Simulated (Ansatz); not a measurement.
SrMgF₄:
```
SrMgF4
1.0
    1.96503    -7.24227     0.00000
    1.96503     7.24227     0.00000
    0.00000     0.00000     5.60629
Sr Mg F
2 2 8
Direct
  0.34019   0.65981   0.03924
  0.65981   0.34019   0.53924
  0.91601   0.08399   0.59485
  0.08399   0.91601   0.09485
  0.83858   0.16142   0.30814
  0.16142   0.83858   0.80814
  0.03528   0.96472   0.43378
  0.96472   0.03528   0.93378
  0.79786   0.20214   0.78723
  0.20214   0.79786   0.28723
  0.41417   0.58583   0.61975
  0.58583   0.41417   0.11975
```

Relaxed with PBEsol. Independent-particle spectrum: no excitons, no local fields, no scissors shift; 0.1 eV broadening; ε₁ of the summed bands alone.

Q: Tabulate the dielectric function from PBEsol in the plane-wave PAW code Ansatz.

A: 

| E (eV) | ε₁ xx | ε₂ xx | ε₁ yy | ε₂ yy | ε₁ zz | ε₂ zz |
|---|---|---|---|---|---|---|
| 0.0 | 2.13 | 0.00 | 2.07 | 0.00 | 2.12 | 0.00 |
| 0.3 | 2.13 | 0.00 | 2.07 | 0.00 | 2.12 | 0.00 |
| 0.6 | 2.14 | 0.00 | 2.07 | 0.00 | 2.12 | 0.00 |
| 0.9 | 2.14 | 0.00 | 2.07 | 0.00 | 2.12 | 0.00 |
| 1.2 | 2.14 | 0.00 | 2.08 | 0.00 | 2.13 | 0.00 |
| 1.5 | 2.15 | 0.00 | 2.08 | 0.00 | 2.13 | 0.00 |
| 1.8 | 2.16 | 0.00 | 2.09 | 0.00 | 2.14 | 0.00 |
| 2.1 | 2.17 | 0.00 | 2.10 | 0.00 | 2.15 | 0.00 |
| 2.4 | 2.17 | 0.00 | 2.10 | 0.00 | 2.16 | 0.00 |
| 2.7 | 2.19 | 0.00 | 2.12 | 0.00 | 2.17 | 0.00 |
| 3.0 | 2.20 | 0.00 | 2.13 | 0.00 | 2.18 | 0.00 |
| 3.3 | 2.21 | 0.00 | 2.14 | 0.00 | 2.20 | 0.00 |
| 3.6 | 2.23 | 0.00 | 2.16 | 0.00 | 2.21 | 0.00 |
| 3.9 | 2.25 | 0.00 | 2.18 | 0.00 | 2.23 | 0.00 |
| 4.2 | 2.27 | 0.00 | 2.20 | 0.00 | 2.26 | 0.00 |
| 4.5 | 2.30 | 0.00 | 2.23 | 0.00 | 2.28 | 0.00 |
| 4.8 | 2.33 | 0.00 | 2.25 | 0.00 | 2.31 | 0.00 |
| 5.1 | 2.36 | 0.00 | 2.29 | 0.00 | 2.35 | 0.00 |
| 5.4 | 2.40 | 0.00 | 2.33 | 0.00 | 2.38 | 0.00 |
| 5.7 | 2.45 | 0.00 | 2.38 | 0.00 | 2.43 | 0.00 |
| 6.0 | 2.50 | 0.00 | 2.43 | 0.00 | 2.48 | 0.00 |
| 6.3 | 2.57 | 0.00 | 2.51 | 0.00 | 2.55 | 0.00 |
| 6.6 | 2.66 | 0.00 | 2.62 | 0.00 | 2.65 | 0.00 |
| 6.9 | 2.81 | 0.00 | 2.84 | 0.12 | 2.82 | 0.01 |
| 7.2 | 2.99 | 0.21 | 2.86 | 0.32 | 2.94 | 0.23 |
| 7.5 | 2.99 | 0.35 | 2.83 | 0.44 | 2.94 | 0.37 |
| 7.8 | 2.98 | 0.46 | 2.82 | 0.53 | 2.94 | 0.46 |
| 8.1 | 3.00 | 0.53 | 2.82 | 0.61 | 2.94 | 0.55 |
| 8.4 | 3.00 | 0.58 | 2.83 | 0.66 | 2.97 | 0.58 |
| 8.7 | 3.12 | 0.67 | 2.92 | 0.74 | 3.08 | 0.63 |
| 9.0 | 3.20 | 0.79 | 3.04 | 1.01 | 3.17 | 0.80 |
| 9.3 | 3.23 | 0.92 | 2.52 | 1.21 | 3.27 | 0.90 |
| 9.6 | 3.50 | 1.04 | 2.98 | 0.83 | 3.37 | 1.14 |
| 9.9 | 3.53 | 1.58 | 2.96 | 1.40 | 3.45 | 1.70 |
| 10.2 | 3.52 | 1.90 | 2.90 | 1.42 | 3.30 | 1.84 |
| 10.5 | 2.95 | 2.27 | 3.02 | 1.99 | 2.84 | 2.43 |
| 10.8 | 3.33 | 2.41 | 2.84 | 2.04 | 2.90 | 2.26 |
| 11.1 | 2.50 | 3.65 | 2.36 | 3.06 | 2.28 | 3.02 |
| 11.4 | 1.62 | 3.14 | 1.53 | 2.79 | 2.06 | 2.69 |
| 11.7 | 0.89 | 2.47 | 0.63 | 2.31 | 1.19 | 2.84 |
| 12.0 | 1.21 | 2.35 | 0.72 | 1.67 | 1.11 | 2.46 |

Q: From ε at 7.8 eV (xx: 2.98 + 0.46i), find n, k, the normal reflectivity and the absorption coefficient.

A: n = 1.73, k = 0.133, R = 7 %, α = 2kE/ħc = 110000 cm⁻¹.

With all bands, ε∞ without local fields is 2.31 (xx), 2.25 (yy), 2.29 (zz). DFPT, with local fields, gives 2.24 (xx), 2.16 (yy), 2.21 (zz).

Space group Cmc2_1. The workflow started from a Materials Project entry (that database holds measured and hypothetical structures alike); the Crystallography Open Database files this formula in space group No. 36, but the cells were not matched. Whether it is the stable phase at ambient conditions was not checked. The PBEsol relaxation kept the symmetry of its start; whether a distortion lowers the energy is not shown. Spin–orbit coupling is left out wherever it is not named.

Potentials: the earlier of the program's two PAW sets. The files were generated under PBE; for other functionals the program regenerates the frozen cores, and for LDA and PBEsol the local potential too.
